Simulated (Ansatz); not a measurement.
**How the vibrations of In₂O change with volume**

Level of theory: DFT LDA, scalar-relativistic, plane waves, PAW (Ansatz 0.2.0). Plane waves to 420 eV; Γ-centred k mesh 12×12×4; Fermi-Dirac smearing of 0.15 eV. No spin polarisation. Phonons by linear response, acoustic sum rule imposed.

The cell, relaxed at this level:
```cif
data_structure
_symmetry_space_group_name_H-M 'P-3m1'
_symmetry_Int_Tables_number 164
_cell_length_a 3.3082
_cell_length_b 3.3082
_cell_length_c 12.3300
_cell_angle_alpha 90.000
_cell_angle_beta 90.000
_cell_angle_gamma 120.000
_cell_volume 116.86
loop_
_atom_site_label
_atom_site_type_symbol
_atom_site_symmetry_multiplicity
_atom_site_Wyckoff_symbol
_atom_site_fract_x
_atom_site_fract_y
_atom_site_fract_z
_atom_site_occupancy
In1 In 2 c 0.00000 0.00000 0.38299 1
In2 In 2 d 0.66667 0.33333 0.11410 1
O1 O 2 d 0.66667 0.33333 0.30245 1
```

The cell was built by swapping an element in a database structure (itself possibly hypothetical) and relaxing; it need not be the stable form of this composition. In a metal, frequencies depend on the k mesh and the smearing, soft modes most. A semilocal functional can close a gap that the real compound has.

Cells at 0.98 and 1.02 times the equilibrium volume were relaxed in shape and atoms; γ = −d ln ν / d ln V, modes matched by rank.

Problem. Give the optical frequencies at Γ (cm⁻¹) at the three volumes and the mode Grüneisen parameters.

Solution.
| 0.98 V | V | 1.02 V | γ | degeneracy |
| --- | --- | --- | --- | --- |
| 25 | 25 | 25 | -0.37 | 2 |
| 39 | 40 | 40 | -0.61 | 2 |
| 47 | 48 | 49 | -0.81 | 2 |
| 93 | 89 | 85 | 2.18 | 1 |
| 125 | 119 | 113 | 2.39 | 1 |
| 150 | 143 | 137 | 2.29 | 1 |
| 349 | 337 | 326 | 1.72 | 1 |
| 358 | 348 | 339 | 1.36 | 1 |
| 365 | 363 | 360 | 0.30 | 2 |
| 367 | 365 | 362 | 0.34 | 2 |

Problem. What pressures hold the two strained cells, and what bulk modulus follows?

Solution. 1.16 GPa at 0.98 V and -1.04 GPa at 1.02 V, so B = −dP/d ln V ≈ 55 GPa.